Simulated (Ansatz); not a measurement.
Consider the following.

GaPt₃N:
```cif
data_GaNPt3
_chemical_formula_sum 'Ga1 Pt3 N1'
_space_group_name_H-M_alt 'Pm-3m'
_space_group_IT_number 221
_space_group_name_Hall '-P 4 2 3'
_cell_length_a 4.14551
_cell_length_b 4.14551
_cell_length_c 4.14551
_cell_angle_alpha 90.000
_cell_angle_beta 90.000
_cell_angle_gamma 90.000
loop_
_atom_site_label
_atom_site_type_symbol
_atom_site_symmetry_multiplicity
_atom_site_Wyckoff_symbol
_atom_site_fract_x
_atom_site_fract_y
_atom_site_fract_z
_atom_site_occupancy
Ga1 Ga 1 a 0.00000 0.00000 0.00000 1
Pt1 Pt 3 c 0.00000 0.50000 0.50000 1
N1 N 1 b 0.50000 0.50000 0.50000 1
```

This is the PBEsol-relaxed structure.

Q: All from PBEsol in the plane-wave PAW code Ansatz, unless another level is named. Give the electronic character.

A: metallic (no gap).

Q: Give the density of states at the Fermi level.

A: 0.93 states/eV per atom (mean over ±0.08 eV).

Q: Predict the formation energy from the elements (no fitted shifts).

A: 449 meV/atom.

Q: Give the gap with spin–orbit coupling.

A: none (metallic).

The start of the workflow was typed in or built on a structure type; neither database checked (COD, Materials Project) lists it. Whether it is the stable phase at ambient conditions was not checked. The PBEsol relaxation kept the symmetry of its start. At this level the phase is dynamically unstable (imaginary phonons). No spin polarisation was allowed. The volume moved by 19 % from the start of the relaxation. Its formation energy is positive at this level, so the cell may be metastable or incomplete. The references are the lowest solids computed at this level, not always the standard phases (solids in place of the gases). Scalar-relativistic: spin–orbit coupling is off unless named, which matters more the heavier the elements.

Potentials: the earlier of the program's two PAW sets. The files were generated under PBE; for other functionals the program regenerates the frozen cores, and for LDA and PBEsol the local potential too.
